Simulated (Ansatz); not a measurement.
A distorted cell of Li (bcc, W type):

```
CELL_PARAMETERS angstrom
     -3.47745     3.47745     3.47745
      0.00000     0.00000     3.47745
      0.00000     3.47745     0.00000
ATOMIC_POSITIONS crystal
  Li 0.00000 0.98562 0.00000
  Li 0.50000 0.01438 0.00000
```

All values below come from r2SCAN (plane waves to 500 eV, PAW, scalar-relativistic; Ansatz, a program for electronic structure). k mesh 19×19×19 (Γ-centred), Fermi-Dirac smearing 0.05 eV. Compression counts positive. With partly filled bands, energies and forces of such displacements shift with the k mesh and the smearing. Li was relaxed with its symmetry unable to fall.

Task: Predict the force on every atom, in eV/Å.

Result: 
```json
[
 {"atom": "Li1", "Fx": "0.000", "Fy": "0.000", "Fz": "0.140"},
 {"atom": "Li2", "Fx": "0.000", "Fy": "0.000", "Fz": "-0.140"}
]
```

(For displaced atoms, the force is minus the slope of the energy, and its curvature is a force constant, which sets phonon frequencies.)
